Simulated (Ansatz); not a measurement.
NbPd:
```yaml
crystal:
  lattice:
    - [1.42664, 0.82367, 4.70447]
    - [-1.42664, 0.82367, 4.70447]
    - [0.00000, -1.64735, 4.70447]
  atoms:
    - { symbol: Nb, position: [0.00000, 0.00000, 0.00000] }
    - { symbol: Pd, position: [0.50000, 0.50000, 0.50000] }
```

Relaxed with PBE. Special points in fractions of this cell's reciprocal vectors: Γ (0.000, 0.000, 0.000); T (0.500, 0.500, 0.500); H2 (0.813, 0.187, 0.500); H0 (0.500, -0.187, 0.187); L (0.500, 0.000, 0.000); S0 (0.344, -0.344, 0.000); S2 (0.656, 0.000, 0.344); F (0.500, 0.000, 0.500).

**Question.** List the band energies nearest the Fermi level at these points for PBE with spin–orbit coupling in the plane-wave PAW code Ansatz.

**Answer.** In eV from the Fermi level; about four levels below and three above (degenerate sets whole), none deeper than 8.9 eV; points with the same levels are listed once.

```tsv
k	below	above
Γ	-2.18 -2.18 -1.89 -1.89	0.69 0.69 0.81 0.81 0.82 0.82
T	-1.84 -1.84 -1.18 -1.18	0.28 0.28 0.43 0.43
H2	-0.49 -0.49 -0.09 -0.09	0.43 0.43 0.61 0.61
L	-0.77 -0.77 -0.47 -0.47	1.93 1.93 3.42 3.42
S0	-3.06 -3.06 -0.56 -0.56	0.01 0.01 0.36 0.36
F	-1.99 -1.99 -0.78 -0.78	0.60 0.60 0.85 0.85
```

Space group R-3m. The first step of the workflow began from a Materials Project structure, measured or hypothetical; the Crystallography Open Database copy checked does not list it. With Nb and Pd taken as one species the cell has the higher symmetry Fm-3m, so it may be an ordered model of a mixed-site phase. Its standing as an ambient phase is unchecked. The PBE relaxation kept the symmetry of its start; its stability against distortions is not shown here. The run is not spin-polarised.

Potentials: the later of the program's two PAW sets.
